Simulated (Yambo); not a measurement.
G0W0@PBEsol for CuI (space group P-3m1, No. 164) in Yambo (3×3×2 mesh, 8 Ry block, plasmon pole, screening fixed), without a terminator:

```tsv
bands N in G	gap Γ → Γ (eV)	shift of the valence edge (eV)
80	2.508	-0.278
135	2.466	-0.466
209	2.471	-0.566
```

**Question.** Extrapolate both columns to infinite N with E(N) = E∞ + A/N, test the form, and compare with the terminator.

**Answer.** From two points, E∞ = (N2 E2 − N1 E1)/(N2 − N1). The two largest N give 2.48 eV for the gap and -0.75 eV for the shift; the two smallest give 2.40 eV and -0.74 eV. For the gap the slopes A are 8.2 and -1.9 eV: the form isn't reached, and its limit is uncertain. For the shift the slopes A are 37 and 38 eV: the 1/N form holds. With the Bruneval-Gonze terminator and 209 bands the run gives 2.53 eV and -0.69 eV, 0.05 eV and 0.06 eV from the extrapolated values: the terminator too is an estimate of the remainder. Block, mesh and the bands in W are held fixed.

Spin-orbit coupling is not included.

Geometry relaxed with PBE+D3(BJ); primitive cell a = b = 4.0675 Å, c = 7.0955 Å, α = β = 90.00°, γ = 120.00°.

This is not the ordinary phase of the substance; no match was found in the copy of COD used, and its stability was not checked.

A shift is the quasiparticle energy of the state minus its PBEsol energy.
